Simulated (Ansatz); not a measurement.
A relaxed database cell of Cs2NaScF6: Fm-3m (No. 225), cF40; a = 8.822 Å, b = 8.822 Å, c = 8.822 Å, α = 90.00°, β = 90.00°, γ = 90.00°; Cs 8c (0.250, 0.250, 0.250); Na 4b (0.500, 0.500, 0.500); Sc 4a (0.000, 0.000, 0.000); F 24e (0.000, 0.000, 0.230). Calculation: r2SCAN (plane waves to 500 eV, PAW, scalar-relativistic; Ansatz, a first-principles code). Element references, the lowest calculated here: Sc (P6₃/mmc), Na (P6₃/mmc, not the ambient form), Cs (Im-3m), F (R-3m, a generated molecular cell); gases are represented by their molecular solids.

Question: What is the computed formation energy of this Fm-3m form of Cs2NaScF6 from the elements (r2SCAN)?

Answer: -3.56 eV/atom.

A lower structure of this composition may exist.

Static energies, no anion corrections, no zero-point energy. Values are rounded to 0.01 eV/atom. Not shown to be the ambient phase of their composition (a lower form may be missing, and a cell relaxed within its start's symmetry can be a saddle point): Cs2NaScF6 (Fm-3m). The compounds carry no spin polarisation.
